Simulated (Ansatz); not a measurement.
These are results of DFT PBE, scalar-relativistic, plane waves, PAW in Ansatz 0.2.0, not measurements. Settings: cutoff 420 eV, Γ-centred meshes spaced at most about 0.3 Å⁻¹, and about 0.25 Å⁻¹ or finer for metals (2π included), Gaussian smearing. Collinear spin in cells that started with moments and kept them past the coarse steps, no spin elsewhere.

These are static total energies at zero pressure. All come from trial cells, and lower structures may exist.

Task: Order these relaxed structures of Ti4B by energy, lowest first, with the energy over the lowest of them.
1.

```cif
data_structure
_symmetry_space_group_name_H-M 'Im-3m'
_symmetry_Int_Tables_number 229
_cell_length_a 5.4066
_cell_length_b 5.4066
_cell_length_c 5.4066
_cell_angle_alpha 90.000
_cell_angle_beta 90.000
_cell_angle_gamma 90.000
_cell_volume 158.04
loop_
_atom_site_label
_atom_site_type_symbol
_atom_site_symmetry_multiplicity
_atom_site_Wyckoff_symbol
_atom_site_fract_x
_atom_site_fract_y
_atom_site_fract_z
_atom_site_occupancy
Ti1 Ti 8 c 0.25000 0.25000 0.25000 1
B1 B 2 a 0.00000 0.00000 0.00000 1
```

2.

```cif
data_structure
_symmetry_space_group_name_H-M 'P-43m'
_symmetry_Int_Tables_number 215
_cell_length_a 4.3919
_cell_length_b 4.3919
_cell_length_c 4.3919
_cell_angle_alpha 90.000
_cell_angle_beta 90.000
_cell_angle_gamma 90.000
_cell_volume 84.71
loop_
_atom_site_label
_atom_site_type_symbol
_atom_site_symmetry_multiplicity
_atom_site_Wyckoff_symbol
_atom_site_fract_x
_atom_site_fract_y
_atom_site_fract_z
_atom_site_occupancy
Ti1 Ti 4 e 0.26990 0.26990 0.26990 1
B1 B 1 a 0.00000 0.00000 0.00000 1
```

3.

```cif
data_structure
_symmetry_space_group_name_H-M 'P6/mmm'
_symmetry_Int_Tables_number 191
_cell_length_a 4.3691
_cell_length_b 4.3691
_cell_length_c 5.1584
_cell_angle_alpha 90.000
_cell_angle_beta 90.000
_cell_angle_gamma 120.000
_cell_volume 85.28
loop_
_atom_site_label
_atom_site_type_symbol
_atom_site_symmetry_multiplicity
_atom_site_Wyckoff_symbol
_atom_site_fract_x
_atom_site_fract_y
_atom_site_fract_z
_atom_site_occupancy
Ti1 Ti 2 c 0.33333 0.66667 0.00000 1
Ti2 Ti 2 d 0.33333 0.66667 0.50000 1
B1 B 1 b 0.00000 0.00000 0.50000 1
```

4.

```cif
data_structure
_symmetry_space_group_name_H-M 'I4/mmm'
_symmetry_Int_Tables_number 139
_cell_length_a 7.6971
_cell_length_b 7.6971
_cell_length_c 2.9020
_cell_angle_alpha 90.000
_cell_angle_beta 90.000
_cell_angle_gamma 90.000
_cell_volume 171.93
loop_
_atom_site_label
_atom_site_type_symbol
_atom_site_symmetry_multiplicity
_atom_site_Wyckoff_symbol
_atom_site_fract_x
_atom_site_fract_y
_atom_site_fract_z
_atom_site_occupancy
Ti1 Ti 8 i 0.22182 0.50000 0.50000 1
B1 B 2 a 0.00000 0.00000 0.00000 1
```

Result: 1 (0 meV/atom), 4 (207 meV/atom), 2 (228 meV/atom), 3 (756 meV/atom). Forms: 1 Im-3m, no spin; 4 I4/mmm, no spin; 2 P-43m, no spin; 3 P6/mmm, moments up to 0.8 μB. Counting Ti atoms around B (those within 1.25 times the shortest such distance or 1.15 times the sum of covalent radii): cell 1 has B 8; cell 4 has B 4; cell 2 has B 4; cell 3 has B 6. Even the lowest lies +0.24 eV/atom against the elements.

A magnetic state wasn't ruled out in cells without spin, among them Im-3m. The magnetic state reached may not be the lowest. Cells relaxed within their symmetry can be saddle points. Some types were kept out of the candidates beforehand, so the set may lack a known form.
